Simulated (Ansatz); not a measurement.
CoW3: moving Co off its site

CoW3, Pm-3m, a = 3.858 Å. The structure is a Materials Project entry; whether it is the stable form wasn't checked. Ansatz: PBEsol, PAW, 420 eV, Γ-centred 12×12×12 mesh on 4 atoms, Gaussian smearing 0.15 eV; no spin polarisation.

```xyz
4
Lattice="3.8582 0.0000 0.0000 0.0000 3.8582 0.0000 0.0000 0.0000 3.8582" Properties=species:S:1:pos:R:3 pbc="T T T"
Co    0.0000    0.0000    0.0000
W     0.0000    1.9291    1.9291
W     1.9291    0.0000    1.9291
W     1.9291    1.9291    0.0000
```

Atom 1 (Co) moves by x along the unit vector (-1.000, 0.000, 0.000), with its periodic images; all else is held. y is the free energy of the cell over the start, F the force along the path summed over the moved atoms. Symmetry makes y even in x.

```
  x (Å) y (meV) F (eV/Å)
-0.1000        ?         ?
-0.0500     9.65      0.39
 0.0000     0.00      0.00
 0.0125     0.60     -0.10
 0.0250     2.42     -0.19
 0.0375     5.43     -0.29
 0.0625    15.06     -0.48
 0.0750    21.66     -0.58
 0.0875    29.43     -0.67
```

Question: Fit y = c2 x² + c4 x⁴ to the energies of the other rows, give the force constant, and predict energy and force of the missing row.

Answer: Least squares on the rows shown. y = 3867.7 x² − 3085.8 x⁴. The force constant is 2 c2 = 7.74 eV/Å² (for all images moving together, not for a lone atom). The force −dy/dx at the missing row is 0.76 eV/Å (computed 0.76). At x = -0.1000 the fit asked for gives 38.37 meV. The run gave 38.38 meV, so the fit is 0.01 meV too low, a small miss on the scale of the series.

Spin–orbit coupling is left out, which can shift energies with elements as heavy as these.

Cost: 9 runs of about 2.3 core-minutes in all, on Intel Xeon 6975P-C (Granite Rapids) (shared hosts).